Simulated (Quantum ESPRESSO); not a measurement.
Si2BPC4, input and log of a self-consistent run

Simulated, not a measurement. The program is pw.x of Quantum ESPRESSO 7.5 (plane-wave density functional theory). The cell is made up: 8 atoms on a wurtzite lattice, with randomly drawn elements, strain and displacements, not relaxed. PseudoDojo standard norm-conserving files (v0.5 for PBE, v0.4.1 for LDA and PBEsol) set the functional; there is no spin polarisation, spin-orbit coupling or dispersion term, and the masses in the input are unused placeholders.

Input:

```
&control calculation='scf', pseudo_dir='./dojo.nc.sr.pbe.v0_5.standard.upf', outdir='./o', disk_io='medium', tprnfor=.true., tstress=.true. /
&system ibrav=0, nat=8, ntyp=4, nbnd=22, ecutwfc=82.02448710, nosym=.true., tot_charge=0,
 occupations='smearing', smearing='fd', degauss=0.0018374661
/
&electrons conv_thr=7.350e-09, electron_maxstep=60, /
ATOMIC_SPECIES
B 1.0 B.upf
C 1.0 C.upf
P 1.0 P.upf
Si 1.0 Si.upf
CELL_PARAMETERS angstrom
3.1097 -0.0131 -0.0191
-0.0227 5.3992 0.0705
-0.0313 0.0665 5.0446
ATOMIC_POSITIONS angstrom
Si -0.0908 0.0691 -0.0426
B 1.5449 2.6294 0.0357
P 1.4761 0.9721 2.6778
Si -0.0126 3.2947 2.5603
C 0.0477 0.0903 1.8358
C 1.6256 2.8512 2.0795
C 1.5274 0.9684 4.4033
C -0.0789 3.5507 4.4556
K_POINTS automatic
6 4 4 1 1 1
```

The log is shortened where brackets say so; the opening notice, blank lines, dates and the lines on written files are dropped, and the path of the files is cut. It prints rydbergs, bohrs and kilobars, and counts compression as positive stress.

```
     Program PWSCF v.7.5
     Parallel version (MPI & OpenMP), running on       1 processor cores
     Number of MPI processes:                 1
     Threads/MPI process:                     1
     [start-up lines left out]
     bravais-lattice index     =            0
     lattice parameter (alat)  =       5.8766  a.u.
     unit-cell volume          =     571.4425 (a.u.)^3
     number of atoms/cell      =            8
     number of atomic types    =            4
     number of electrons       =        32.00
     number of Kohn-Sham states=           22
     kinetic-energy cutoff     =      82.0245  Ry
     charge density cutoff     =     328.0979  Ry
     scf convergence threshold =      7.3E-09
     mixing beta               =       0.7000
     number of iterations used =            8  plain     mixing
     Exchange-correlation= PBE
                           (   1   4   3   4   0   0   0)
     [axes and pseudopotential details left out]
   Cartesian axes
     site n.     atom                  positions (alat units)
         1        Si     tau(   1) = (  -0.0291981   0.0222202  -0.0136987  )
         2        B      tau(   2) = (   0.4967866   0.8455244   0.0114799  )
         3        P      tau(   3) = (   0.4746628   0.3125938   0.8610881  )
         4        Si     tau(   4) = (  -0.0040517   1.0594619   0.8233042  )
         5        C      tau(   5) = (   0.0153387   0.0290374   0.5903300  )
         6        C      tau(   6) = (   0.5227369   0.9168476   0.6686955  )
         7        C      tau(   7) = (   0.4911592   0.3114040   1.4159494  )
         8        C      tau(   8) = (  -0.0253715   1.1417827   1.4327673  )
     number of k points=    48  Fermi-Dirac smearing, width (Ry)=  0.0018
                       cart. coord. in units 2pi/alat
        k(    1) = (   0.0841069   0.0713494   0.0766386), wk =   0.0416667
        k(    2) = (   0.0850453   0.0693405   0.2307855), wk =   0.0416667
     [further k points left out]
     Dense  grid:    57347 G-vectors     FFT dimensions: (  36,  60,  60)
     Estimated max dynamical RAM per process >      66.25 MB
     Initial potential from superposition of free atoms
     starting charge      31.9982, renormalised to      32.0000
     Starting wfcs are   32 randomized atomic wfcs
     total cpu time spent up to now is        5.0 secs
     per-process dynamical memory:    52.8 Mb
     Self-consistent Calculation
     iteration #  1     ecut=    82.02 Ry     beta= 0.70
     Davidson diagonalization with overlap
     ethr =  1.00E-02,  avg # of iterations =  3.0
     total cpu time spent up to now is       14.3 secs
     total energy              =     -83.92384431 Ry
     estimated scf accuracy    <       1.53598361 Ry
     iteration #  2     ecut=    82.02 Ry     beta= 0.70
     Davidson diagonalization with overlap
     ethr =  4.80E-03,  avg # of iterations =  2.4
     total cpu time spent up to now is       22.8 secs
     total energy              =     -84.23176925 Ry
     estimated scf accuracy    <       1.25929854 Ry
     iteration #  3     ecut=    82.02 Ry     beta= 0.70
     Davidson diagonalization with overlap
     ethr =  3.94E-03,  avg # of iterations =  2.0
     total cpu time spent up to now is       31.2 secs
     total energy              =     -84.49645576 Ry
     estimated scf accuracy    <       0.11937129 Ry
     iteration #  4     ecut=    82.02 Ry     beta= 0.70
     Davidson diagonalization with overlap
     ethr =  3.73E-04,  avg # of iterations =  4.5
     total cpu time spent up to now is       39.0 secs
     total energy              =     -84.52106030 Ry
     estimated scf accuracy    <       0.00491230 Ry
     iteration #  5     ecut=    82.02 Ry     beta= 0.70
     Davidson diagonalization with overlap
     c_bands:  1 eigenvalues not converged
     c_bands:  1 eigenvalues not converged
     c_bands:  1 eigenvalues not converged
     ethr =  1.54E-05,  avg # of iterations = 11.2
     total cpu time spent up to now is       51.1 secs
     total energy              =     -84.52277040 Ry
     estimated scf accuracy    <       0.00196346 Ry
     [iterations 6 to 7 left out]
     iteration #  8     ecut=    82.02 Ry     beta= 0.70
     Davidson diagonalization with overlap
     ethr =  1.19E-07,  avg # of iterations =  3.3
     total cpu time spent up to now is       80.5 secs
     total energy              =     -84.52302129 Ry
     estimated scf accuracy    <       0.00001330 Ry
     iteration #  9     ecut=    82.02 Ry     beta= 0.70
     Davidson diagonalization with overlap
     ethr =  4.16E-08,  avg # of iterations =  2.0
     total cpu time spent up to now is       88.1 secs
     total energy              =     -84.52302243 Ry
     estimated scf accuracy    <       0.00000256 Ry
     iteration # 10     ecut=    82.02 Ry     beta= 0.70
     Davidson diagonalization with overlap
     ethr =  8.01E-09,  avg # of iterations =  2.1
     total cpu time spent up to now is       96.0 secs
     total energy              =     -84.52302293 Ry
     estimated scf accuracy    <       0.00000023 Ry
     iteration # 11     ecut=    82.02 Ry     beta= 0.70
     Davidson diagonalization with overlap
     ethr =  7.33E-10,  avg # of iterations =  3.6
     total cpu time spent up to now is      104.9 secs
     total energy              =     -84.52302299 Ry
     estimated scf accuracy    <       0.00000004 Ry
     iteration # 12     ecut=    82.02 Ry     beta= 0.70
     Davidson diagonalization with overlap
     ethr =  1.39E-10,  avg # of iterations =  2.0
     total cpu time spent up to now is      111.4 secs
     End of self-consistent calculation
     [lines on levels left out]
!    total energy              =     -84.52302300 Ry
     estimated scf accuracy    <          5.4E-09 Ry
     smearing contrib. (-TS)   =      -0.00000000 Ry
     internal energy E=F+TS    =     -84.52302300 Ry
     The total energy is F=E-TS. E is the sum of the following terms:
     one-electron contribution =      17.40815058 Ry
     hartree contribution      =      10.14491482 Ry
     xc contribution           =     -29.81115597 Ry
     ewald contribution        =     -82.26493242 Ry
     convergence has been achieved in  12 iterations
     Forces acting on atoms (cartesian axes, Ry/au):
     atom    1 type  4   force =     0.08818833   -0.13025160    0.00529916
     atom    2 type  1   force =     0.00624169    0.07134494   -0.04405745
     atom    3 type  3   force =     0.05147103   -0.01052190   -0.14073315
     atom    4 type  4   force =     0.19529796    0.25686952    0.16481528
     atom    5 type  2   force =    -0.03807867    0.01661776    0.08832396
     atom    6 type  2   force =    -0.23014872   -0.24302745   -0.21352801
     atom    7 type  2   force =    -0.07871690    0.06679877    0.05316813
     atom    8 type  2   force =     0.00574529   -0.02783003    0.08671209
     Total force =     0.612093     Total SCF correction =     0.000081
     Computing stress (Cartesian axis) and pressure
          total   stress  (Ry/bohr**3)                   (kbar)     P=      -98.31
   0.00016773   0.00014224   0.00050077           24.67       20.92       73.67
   0.00014224  -0.00160535  -0.00043980           20.92     -236.15      -64.70
   0.00050077  -0.00043980  -0.00056717           73.67      -64.70      -83.43
     init_run     :      4.80s CPU      4.91s WALL (       1 calls)
     electrons    :     98.80s CPU    106.39s WALL (       1 calls)
     forces       :      1.25s CPU      1.27s WALL (       1 calls)
     stress       :      4.96s CPU      5.01s WALL (       1 calls)
     [timing details left out]
     PWSCF        :   1m49.91s CPU   1m57.87s WALL
     JOB DONE.
```

In other units: free energy -1149.994 eV for the cell, pressure -9.83 GPa, largest force component 6.604 eV/Å. A rerun of a related cell, with the same atoms placed differently, at 1347 eV and a 8 x 6 x 6 mesh moved values by no more than 0.003 eV in energy, 0.17 GPa in stress and 0.007 eV/Å in force.